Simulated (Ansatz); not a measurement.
# Guessed and relaxed cells of ScIrS3

The cell of ScIrS3 is invented: perovskite family, tilts a0a0a0 (Pm-3m, No. 221) (A site Sc; B site Ir; X site S). Its size is a rough estimate.

POSCAR.start

```
Sc Ir S
1.0
     4.59967    0.00000    0.00000
     0.00000    4.59967    0.00000
     0.00000    0.00000    4.59967
Sc Ir S
1 1 3
Cartesian
  2.2998 2.2998 2.2998
  0.0000 0.0000 0.0000
  2.2998 0.0000 0.0000
  0.0000 2.2998 0.0000
  0.0000 0.0000 2.2998
```

Theory: DFT PBE, scalar-relativistic, plane waves, PAW in Ansatz. Cutoff 420 eV, Gaussian smearing, Γ-centred meshes. Cell and atoms relax on a converged mesh. In metals the finer mesh still leaves noise of several meV/atom or more. The steps can't lower the symmetry of their start. Collinear spin, starting moments Ir 1.0 μB.

POSCAR.end

```
Sc Ir S
1.0
     4.63950    0.00000    0.00000
     0.00000    4.63950    0.00000
     0.00000    0.00000    4.63950
Sc Ir S
1 1 3
Direct
  0.50000 0.50000 0.50000
  0.00000 0.00000 0.00000
  0.50000 0.00000 0.00000
  0.00000 0.50000 0.00000
  0.00000 0.00000 0.50000
```

The symmetry stays Pm-3m (No. 221). The end has the cubic perovskite type. The volume per atom grows by 2.6 %, from 19.5 to 20.0 Å³. The shortest distance goes from 2.30 Å (Ir–S) to 2.32 Å (Ir–S).

* Volume per atom: 19.97 Å³
* Density: 5.54 g/cm³
* Energy over the elements: −0.13 eV/atom
* Gap on the 8×8×8 mesh of the 5-atom cell: 0 eV (a metal)
* Net moment per atom: 0.00 μB
* Moment by site: all under 0.1 μB

The zero of energy is the elements' standard structures at the same level; no fitted shifts are applied. A negative formation energy is needed for stability but isn't enough: competing phases decide.

The last run used collinear spin and Gaussian smearing of 0.10 eV. These runs have no spin–orbit coupling, which can matter for Ir. The reference form of S is held partly by dispersion forces, which this level lacks. Symmetry constrained the relaxation, so the result can be a saddle point. In all, the 2 runs took 67 s on 1 thread of Arm Neoverse V1, with other jobs on the host. Site moments count only spheres around the atoms; the net moment includes the space between them.
